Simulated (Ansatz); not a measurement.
Space group Fm-3m (No. 225). a = 5.775 Å, b = 5.775 Å, c = 5.775 Å, α = 90.00°, β = 90.00°, γ = 90.00°
```json
{"atom": "Te", "site": "4b", "symmetry": "m-3m", "x": "0.5000", "y": "0.0000", "z": "0.0000"}
{"atom": "As", "site": "4a", "symmetry": "m-3m", "x": "0.0000", "y": "0.0000", "z": "0.0000"}
```

Equation of state of this TeAs structure (not necessarily the ground state), with shape and atoms relaxed at each volume where symmetry leaves them free. It has no gap at any of these volumes. The calculation used DFT PBEsol+D3(BJ), scalar-relativistic, plane waves, PAW (Ansatz 0.2.0).

Plane waves to 420 eV, a k mesh through Γ of 12×12×12 on the computed 2-atom cell and Gaussian smearing (0.10 eV); no spin polarisation.

```tsv
V (Å³/atom)	E − E(largest V) (meV/atom)	P (GPa)
21.185	54.01	12.93
21.907	5.28	8.89
22.629	-26.75	5.45
23.351	-44.59	2.50
24.074	-50.16	-0.04
24.796	-45.09	-2.22
25.518	-30.86	-4.07
26.481	0.00	-6.10
```

Q: Fit a third-order Birch–Murnaghan equation to E(V).

A: V0 = 24.07 Å³/atom, B0 = 78 GPa, B0' = 4.0.

Spin-orbit coupling is left out, which matters for the bands of heavy elements.

Cost: 8 runs of about 0.65 core-minutes in all, on Arm Neoverse V2 (shared hosts).